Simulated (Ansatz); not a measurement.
**Band table of TiC (rocksalt type)**

```
Ti C
1.0
     0.00000    1.92406    1.92406
     1.92406    0.00000    1.92406
     1.92406    1.92406    0.00000
Ti C
1 1
Direct
  0.00000 0.00000 0.00000
  0.50000 0.50000 0.50000
```

The cell comes from a relaxation on PAW files under the same functional, begun from a prototype that needn't be the stable phase.

All numbers are PBEsol results (scalar-relativistic) from Ansatz 0.2.0, with a Γ-centred 17×17×17 k mesh, Fermi–Dirac smearing of 0.08 eV, no spin polarisation. Methods: LAPW: all electrons, basis error target 1 meV/atom.

This run: volume at 0.72 of the series' base cell.

Path points, in fractions of the reciprocal vectors: Γ (0.000, 0.000, 0.000), X (0.500, 0.000, 0.500), U (0.625, 0.250, 0.625), K (0.375, 0.375, 0.750), L (0.500, 0.500, 0.500), W (0.500, 0.250, 0.750). The distance column jumps between branches of the path. Levels in eV from the Fermi level; bands 10 to 15, counted from the lowest band of the run. The gap is zero, the pressure 167.0 GPa.

```
# k(1/Å) point b10 b11 b12 b13 b14 b15
0.000 Γ -13.77 0.60 0.60 0.60 2.15 2.15
0.204 - -13.58 0.07 0.25 0.25 0.39 2.53
0.408 - -13.05 -1.97 -0.21 -0.21 -0.14 2.70
0.612 - -12.32 -3.62 -0.85 -0.47 -0.47 2.96
0.816 - -11.65 -4.64 -1.58 -0.49 -0.49 3.28
1.020 - -11.35 -4.81 -2.23 -0.30 -0.30 3.61
1.225 - -11.45 -4.24 -2.73 0.03 0.03 3.91
1.429 - -11.66 -3.49 -3.05 0.35 0.35 4.12
1.633 X -11.76 -3.15 -3.15 0.50 0.50 4.19
1.705 - -11.74 -3.17 -3.16 0.39 0.51 4.32
1.777 - -11.68 -3.23 -3.18 0.12 0.57 4.66
1.849 - -11.58 -3.33 -3.22 -0.25 0.67 5.14
1.921 - -11.46 -3.47 -3.27 -0.67 0.82 5.35
1.994 - -11.30 -3.66 -3.33 -1.09 1.03 5.25
2.066 - -11.11 -3.90 -3.39 -1.52 1.30 5.13
2.138 - -10.90 -4.18 -3.46 -1.92 1.64 4.98
2.210 U -10.67 -4.48 -3.52 -2.29 2.02 4.82
3.210 K -10.67 -4.48 -3.52 -2.29 2.02 4.82
3.426 - -9.97 -5.44 -3.66 -3.19 3.40 4.23
3.643 - -9.60 -6.01 -3.70 -3.63 3.53 4.63
3.859 - -10.04 -5.62 -3.77 -3.38 2.79 4.90
4.076 - -11.01 -4.49 -3.39 -2.86 2.08 4.17
4.292 - -12.06 -3.05 -2.55 -2.08 1.46 3.12
4.509 - -12.95 -1.49 -1.29 -1.09 0.99 2.20
4.725 - -13.56 -0.04 -0.03 0.35 0.70 1.72
4.942 Γ -13.77 0.60 0.60 0.60 2.15 2.15
5.119 - -13.63 0.02 0.39 0.39 1.24 1.24
5.295 - -13.21 -1.08 -0.63 -0.63 1.31 1.31
5.472 - -12.57 -2.30 -1.71 -1.71 1.78 1.78
5.649 - -11.76 -3.52 -2.64 -2.64 2.41 2.41
5.826 - -10.85 -4.70 -3.38 -3.38 3.12 3.12
6.002 - -9.89 -5.81 -3.92 -3.92 3.80 3.80
6.179 - -8.92 -6.85 -4.25 -4.25 4.30 4.30
6.356 L -8.15 -7.64 -4.36 -4.36 4.49 4.49
6.500 - -8.28 -7.53 -4.30 -4.28 4.40 4.48
6.644 - -8.62 -7.23 -4.13 -4.10 4.19 4.43
6.789 - -9.06 -6.75 -3.90 -3.87 4.00 4.32
6.933 - -9.51 -6.16 -3.76 -3.56 3.90 4.14
7.077 - -9.91 -5.51 -3.68 -3.30 3.91 3.96
7.222 - -10.23 -4.84 -3.66 -3.19 3.91 3.99
7.366 - -10.43 -4.21 -3.66 -3.32 4.02 4.08
7.510 W -10.49 -3.69 -3.66 -3.66 4.11 4.11
7.612 - -10.56 -3.68 -3.62 -3.56 3.57 4.58
7.714 - -10.72 -3.66 -3.55 -3.19 2.98 4.95
7.817 - -10.95 -3.60 -3.46 -2.62 2.38 5.22
7.919 - -11.20 -3.51 -3.37 -1.91 1.81 5.38
8.021 - -11.43 -3.39 -3.28 -1.14 1.29 5.48
8.123 - -11.60 -3.28 -3.21 -0.38 0.87 4.99
8.225 - -11.72 -3.19 -3.16 0.24 0.59 4.43
8.327 X -11.76 -3.15 -3.15 0.50 0.50 4.19
```
